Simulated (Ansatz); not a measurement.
Tl:
```xyz
2
Lattice="3.5001 0.0000 0.0000 -1.7500 3.0311 0.0000 0.0000 0.0000 5.5725" Properties=species:S:1:pos:R:3 pbc="T T T"
Tl     0.0000     2.0208     4.1794
Tl     1.7500     1.0104     1.3931
```

Relaxed with r²SCAN+D4. Special points in fractions of this cell's reciprocal vectors: Γ (0.000, 0.000, 0.000); M (0.500, 0.000, 0.000); K (0.333, 0.333, 0.000); A (0.000, 0.000, 0.500); L (0.500, 0.000, 0.500); H (0.333, 0.333, 0.500).

Q: List the band energies nearest the Fermi level at these points for r²SCAN+D4 (plane waves, PAW; program Ansatz).

A: In eV from the Fermi level; about four levels below and three above (degenerate sets whole), none deeper than 8.9 eV; points with the same levels are listed once.

| k | below | above |
|---|---|---|
| Γ | -5.42 -2.82 | 7.86 7.86 9.96 9.96 |
| M | -6.13 -4.94 -0.81 | 0.50 1.32 3.82 |
| K | -4.94 -4.94 -1.30 | 1.72 1.72 2.80 |
| A | -8.85 -8.85 | 3.36 3.36 8.85 8.85 8.85 8.85 |
| L | -5.08 -5.08 -2.28 -2.28 | 5.51 5.51 6.12 6.12 |
| H | -4.46 -4.46 -0.95 -0.95 | 0.23 0.23 7.65 7.65 |

Space group P6_3/mmc (hcp (Mg type)). The cell was relaxed with r²SCAN+D4 under the symmetry of its start. The pairwise dispersion correction was not fitted to metals. Spin–orbit coupling is left out wherever it is not named.

Potentials: the later of the program's two PAW sets.
